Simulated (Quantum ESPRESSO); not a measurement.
```
CELL_PARAMETERS angstrom
      0.00000     3.16466     3.16466
      3.16466     0.00000     3.16466
      3.16466     3.16466     0.00000
ATOMIC_POSITIONS crystal
  S  0.50000 0.50000 0.50000
  Ba 0.00000 0.00000 0.00000
```

Cell and atoms were relaxed with PBEsol from Materials Project entry mp-1500, within its symmetry.

Problem. What does PBEsol (Quantum ESPRESSO, PseudoDojo norm-conserving, 57 Ry, no spin-orbit coupling) give for the electronic structure near the Fermi level?

Solution. The PBEsol gap is indirect, 2.04 eV, from Γ to X; the smallest direct gap is 2.13 eV.
